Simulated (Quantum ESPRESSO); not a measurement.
## Mg2ZnCaO4 (convergence and cost over cutoff and k mesh)

Computed values, not a measurement. The program is pw.x of Quantum ESPRESSO 7.5 (plane-wave density functional theory). The cell is made up: 8 atoms on a rocksalt lattice, with randomly drawn elements, strain and displacements, not relaxed. PseudoDojo standard norm-conserving files (v0.5 for PBE, v0.4.1 for LDA and PBEsol) set the functional; there is no spin polarisation, spin-orbit coupling or dispersion term, and the masses in the input are unused placeholders.

Input of the run in row 2:

```
&control calculation='scf', pseudo_dir='./dojo.nc.sr.pbe.v0_5.standard.upf', outdir='./o', disk_io='low', tprnfor=.true., tstress=.true. /
&system ibrav=0, nat=8, ntyp=4, nbnd=43, ecutwfc=84.00895049, nosym=.true., tot_charge=0,
 occupations='smearing', smearing='fd', degauss=0.0018374661
/
&electrons conv_thr=7.350e-09, electron_maxstep=60, /
ATOMIC_SPECIES
Ca 1.0 Ca.upf
Mg 1.0 Mg.upf
O 1.0 O.upf
Zn 1.0 Zn.upf
CELL_PARAMETERS angstrom
4.5078 0.0146 0.0488
0.0146 4.4823 -0.0318
0.0488 -0.0318 4.5345
ATOMIC_POSITIONS angstrom
Mg 0.0474 0.0161 0.0144
Mg 0.1089 2.3413 2.2631
Zn 2.343 -0.0689 2.2156
Ca 2.3036 2.3053 0.0068
O 2.2513 0.0747 0.0305
O 2.3316 2.2026 2.2998
O 4.5522 -0.0022 2.3711
O 4.5539 2.2694 0.0617
K_POINTS automatic
4 4 4 1 1 1
```

The same cell was run at these settings. Meshes are shifted by half a step, and differences are from the last row, which is itself not exact.

```
cutoff (eV)     k mesh  k points solved  threshold (eV)  free energy less the last row's (eV)  pressure (GPa)  largest stress difference (GPa)  largest force difference (eV/Å)  iterations  wall time (s)  k-point pools              processor
        800  2 x 2 x 2                4           1e-04                                 3.208          -52.15                            48.18                            0.048           9              7              4  AMD EPYC, Zen 5 class
       1143  4 x 4 x 4               32           1e-07                                 0.001           -4.29                             0.04                            0.010          12             31              4  AMD EPYC, Zen 5 class
       1437  6 x 6 x 6              108           1e-07                                 0.000           -4.25                             0.00                            0.000          12            119              4  AMD EPYC, Zen 5 class
```

Each pool is one process. Wall times include start-up and a band step at six k points, which weighs most on the coarsest meshes. The runs were on shared virtual cores whose load varied, so times are rough.